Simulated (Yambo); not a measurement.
Absorption of RbH (rock salt, space group Fm-3m, No. 225) with and without the electron-hole interaction (Yambo, PBEsol bands; 6×6×6 mesh, 2 valence and 12 conduction bands, static screening with 48 bands and a 4 Ry block, scissor 2.51 eV, Tamm-Dancoff; field along x).

```tsv
E (eV)	Im ε, BSE	Im ε, independent quasiparticles
3.36	0.19	0.04
3.46	0.22	0.04
3.56	0.26	0.04
3.66	0.31	0.05
3.76	0.39	0.05
3.86	0.49	0.05
3.96	0.65	0.06
4.06	0.91	0.06
4.16	1.37	0.07
4.27	2.27	0.08
4.37	4.18	0.09
4.47	7.04	0.10
4.57	6.42	0.12
4.67	4.01	0.14
4.77	3.14	0.18
4.87	3.68	0.23
4.97	5.60	0.34
5.07	6.13	0.54
5.17	3.76	0.91
5.27	2.22	1.05
5.37	1.58	0.74
5.47	1.43	0.57
5.57	1.58	0.56
5.67	1.92	0.67
5.77	1.75	0.95
5.87	1.68	1.56
5.97	2.10	2.68
6.07	2.00	3.12
6.17	1.43	2.80
6.27	1.29	3.15
6.37	1.64	2.67
6.47	2.16	1.79
6.57	1.70	1.53
6.67	1.11	1.84
6.77	0.91	2.66
6.87	0.97	2.76
6.97	1.15	2.07
7.07	1.15	2.04
7.18	1.11	2.61
7.28	1.07	2.40
7.38	1.34	1.81
7.48	1.50	1.76
7.58	1.35	1.99
7.68	1.07	2.33
7.78	0.94	2.26
7.88	1.13	2.15
7.98	1.59	2.46
8.08	1.75	3.06
8.18	1.82	2.93
8.28	2.14	2.27
8.38	2.66	1.48
8.48	1.96	1.15
8.58	1.16	1.13
8.68	0.83	1.20
8.78	0.66	1.16
8.88	0.49	0.97
8.98	0.41	0.89
9.08	0.36	1.03
9.18	0.39	1.52
9.28	0.46	2.43
9.38	0.39	3.25
9.48	0.31	3.35
9.58	0.30	2.59
9.68	0.36	1.79
9.78	0.43	1.65
9.88	0.53	1.93
9.99	0.69	1.57
10.09	0.81	0.99
10.19	0.93	0.73
10.29	0.76	0.67
```

The scissor comes from a G0W0 run whose convergence isn't established. Broadening 0.15 eV. The band window holds all transitions up to 13.2 eV. Fine structure above the onset can come from the mesh.

Geometry of the Materials Project entry, not relaxed at this level; primitive cell a = 4.248 Å, b = 4.248 Å, c = 4.248 Å, α = 60.00°, β = 60.00°, γ = 60.00°.
